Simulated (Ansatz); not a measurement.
# Vibrations of MgPd (Pm-3m) by finite displacements

```
CELL_PARAMETERS angstrom
3.14287 0.00000 0.00000
0.00000 3.14287 0.00000
0.00000 0.00000 3.14287
ATOMIC_POSITIONS crystal
Mg 0.00000 0.00000 0.00000
Pd 0.50000 0.50000 0.50000
```

The conventional cell has a = 3.143 Å, b = 3.143 Å, c = 3.143 Å, α = 90.00°, β = 90.00°, γ = 90.00°. Mg (atom 1) is surrounded by 8 Pd at 2.72 Å. Pd (atom 2) is surrounded by 8 Mg at 2.72 Å.

Computed, not measured; unless marked otherwise by PBEsol, all-electron LAPW in Ansatz 0.2.0, scalar-relativistic. k mesh 10×10×10, Fermi-Dirac smearing of 0.100 eV, basis error target 1 meV/atom. The cell was relaxed by PAW under this functional.

Atoms are displaced by 0.01 Å in the smallest supercells that hold the wave vectors of a 2×2×2 mesh. Negative values stand for unstable modes.

Question: What are the phonon energies at the solved wave vectors, in THz?

Answer: 

| q | point | modes (THz) |
| --- | --- | --- |
| 0.000 0.000 0.000 | Gamma | 7.45 (×3) |
| 0.500 0.000 0.000 | X | 3.52 (×2), 3.82, 6.91 (×2), 9.50 |
| 0.500 0.500 0.000 | M | 2.31 (×2), 3.65, 6.59, 8.83 (×2) |
| 0.500 0.500 0.500 | R | 3.57 (×3), 8.87 (×3) |

Question: Is the structure dynamically stable at these wave vectors?

Answer: Yes, no mode is unstable there; wave vectors off this mesh aren't tested.

Question: How do the optical zone-centre modes decompose, and which are active?

Answer: Point group m-3m: Γ_opt = T1u.

```tsv
label	THz	activity	mostly
T1u	7.45	IR	Mg (81 %)
```

In a metal the activity is that of symmetry alone; free carriers screen the infrared modes.

Question: How well do frozen-core PAW files reproduce these all-electron values?

Answer: With a cutoff of 420 eV and displacements of 0.0025 Å, the r.m.s. difference over the modes is 0.1 cm⁻¹; the largest difference is 219.8 (PAW) against 219.9 cm⁻¹ (LAPW).

Question: The cell is scaled evenly to 30.423 and 31.665 Å³ (from 31.044), with free atoms relaxed and the shape held. What are the mode Grüneisen parameters γ = −d ln ω/d ln V?

Answer: For the highest mode, 326.4 cm⁻¹ in the small cell and 307.4 in the large one give γ ≈ 1.50. From the change of the dynamical matrix on each mode:

| point | cm⁻¹ | γ |
| --- | --- | --- |
| Gamma | 248.4 | 1.89 |
| X | 117.3 | 1.71 |
| X | 127.3 | 2.46 |
| X | 230.5 | 1.68 |
| X | 316.7 | 1.50 |
| M | 77.0 | 2.19 |
| M | 121.8 | 1.52 |
| M | 219.9 | 1.79 |
| M | 294.6 | 1.84 |
| R | 119.1 | 2.97 |
| R | 295.8 | 1.53 |

Weighted by the modes' heat capacities at 300 K, the mean on this mesh is 1.91; it moves with the q mesh, and a coarse one overweights the zone boundary.

Keep in mind: responses of metals move with mesh and smearing; the frozen-core PAW files of the compared runs were fitted under PBE, their cores solved anew for this functional.
